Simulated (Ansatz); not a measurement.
# BiRh: frozen-core PAW against all-electron methods

```yaml
crystal:
  lattice:
    - [4.09400, 0.00000, 0.00000]
    - [-2.04700, 3.54551, 0.00000]
    - [0.00000, 0.00000, 5.66300]
  atoms:
    - { symbol: Bi, position: [0.33333, 0.66667, 0.25000] }
    - { symbol: Bi, position: [0.66667, 0.33333, 0.75000] }
    - { symbol: Rh, position: [0.00000, 0.00000, 0.00000] }
    - { symbol: Rh, position: [0.00000, 0.00000, 0.50000] }
```

Atoms are numbered in the order listed.

The cell comes from COD entry 9008914, which wasn't checked; take it as a given geometry.

Spin–orbit coupling is left out, though it moves levels of the heavy atoms by tenths of an eV or more.

All numbers are computed: DFT, LDA, PAW with Ansatz's default frozen-core files, scalar-relativistic (Ansatz 0.2.0); DFT, LDA, all-electron PAW with datasets made for the crystal, scalar-relativistic (Ansatz 0.2.0); DFT, LDA, all-electron LAPW, scalar-relativistic (Ansatz 0.2.0).

For PAW: a Γ-centred 12×12×7 k mesh, Fermi–Dirac smearing of 0.03 eV, cutoff 420 eV, no spin polarisation; the PAW files were made with PBE, and the program remakes their frozen cores for this functional. The crystal-made all-electron datasets (AE datasets) take a cutoff of 280 eV at this cell. LAPW targets a basis error of 1 meV/atom. The Ansatz runs share mesh, smearing and spin set-up. Plane-wave (PAW) pressures include the program's estimate of the Pulay term.

Stress and pressure are positive in compression.

Spin–orbit coupling is left out, which moves gradients at and beside heavy atoms by some per cent and at worst by a factor of two.

In a metal, gradients converge slowly with the k mesh: the values move by tens of per cent from one mesh to another, at times in sign, so only the comparison on one mesh counts.

Levels count from the Fermi level.

| quantity | PAW | AE datasets | LAPW |
| --- | --- | --- | --- |
| pressure (GPa) | -2.73 | -2.70 | -2.70 |
| stress xx (GPa) | -2.30 | -2.27 | -2.27 |
| stress zz (GPa) | -3.58 | -3.56 | -3.56 |
| highest filled level at L (eV) | -1.481 | -1.482 | -1.482 |
| lowest empty level at L (eV) | 1.531 | 1.532 | 1.532 |
| highest filled level at Γ (eV) | -0.988 | -0.988 | -0.988 |
| lowest empty level at Γ (eV) | 1.325 | 1.322 | 1.322 |
| highest filled level at M (eV) | -0.922 | -0.922 | -0.922 |
| lowest empty level at M (eV) | 0.055 | 0.056 | 0.056 |
| largest principal field gradient Vzz at Bi1 (10²¹ V/m²) | 18.41 | 18.29 | – |
| largest principal field gradient Vzz at Rh3 (10²¹ V/m²) | -2.57 | -2.68 | – |

PAW's pressure differs from the LAPW value by -0.03 GPa.
